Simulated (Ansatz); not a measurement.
An Ansatz (a quantum-chemistry and plane-wave program) input:

Ansatz 0.2 input:
```yaml
crystal:
  lattice:
    - [4.0900385381, 0.0, 0.0]
    - [0.0, 4.0900385381, 0.0]
    - [0.0, 0.0, 4.0900385381]
  atoms:
    - { symbol: Ta, position: [0.0, 0.0, 0.0] }
    - { symbol: F, position: [0.5, 0.0, 0.0] }
    - { symbol: F, position: [0.0, 0.5, 0.0] }
    - { symbol: F, position: [0.0, 0.0, 0.5] }
kpoints:
  mp_grid: { grid: [7, 7, 7] }
  band_path:
    path:
      - [[0.0, 0.0, 0.0], [0.0, 0.5, 0.0], [0.5, 0.5, 0.0], [0.0, 0.0, 0.0], [0.5, 0.5, 0.5], [0.0, 0.5, 0.0]]  # Γ-X-M-Γ-R-X
      - [[0.5, 0.5, 0.5], [0.5, 0.5, 0.0]]  # R-M
    npoints: 12
hamiltonian:
  xc: r2scan
  pseudopotentials: { kind: paw }
magnetization: { noncollinear: true, spin_orbit: true }
scf:
  n_extra_bands: 12
  convergence: { dr2_threshold: 0.0000000001 }
  occupations: { method: gaussian, width: 0.05 }
output: { eigenvalues: true }
```

### Question
How many symmetry operations and irreducible k-points will the run report?

### Answer
48 operations, 20 of 343 k-points.

### Question
With a cutoff of 500 eV, how many plane waves at Γ?

### Answer
1743.

It took about 40 core-seconds (a rough figure) on shared server cores.

Space group Pm-3m (ReO3 type). The workflow started from an entry of the Crystallography Open Database (COD). Whether it is the stable phase at ambient conditions was not checked. The r²SCAN relaxation kept the symmetry of its start; whether a distortion lowers the energy is not shown. No spin polarisation was allowed. The volume moved by 15 % from the start of the relaxation.

Potentials: the later of the program's two PAW sets.

Ansatz is a plane-wave DFT program.
